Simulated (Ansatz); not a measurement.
ZrO2 (fluorite, Fm-3m), DFT-r²SCAN in the program Ansatz with PAW potentials, all energies at zero smearing, with the estimated change up to a 700 eV cutoff added, with one set of potentials and settings (totals compare only within such a set). Cell of 3 atoms (1 Zr, 2 O): -5338.072 eV.

| element | reference phase | E (eV/atom) |
|---|---|---|
| Zr | P6_3/mmc, 2 atoms in the cell | -4195.0260 |
| O | C2/m, 4 atoms in the cell, spin-polarised | -566.0281 |

Formation energy per atom, worked out: (-5338.072 − 1×(-4195.0260) − 2×(-566.0281))/3 = -3.663 eV/atom (-353 kJ per mol of atoms), at 0 K, without zero-point energy or fitted corrections.

This is a known high-temperature phase of the composition, computed here at zero pressure and temperature. Symmetry was held in the r²SCAN relaxation; whether a distortion lowers the energy is not shown. No spin polarisation was allowed. The references are the lowest solids computed at this level, not always the standard phases (solids in place of the gases).

Potentials: the later of the program's two PAW sets.
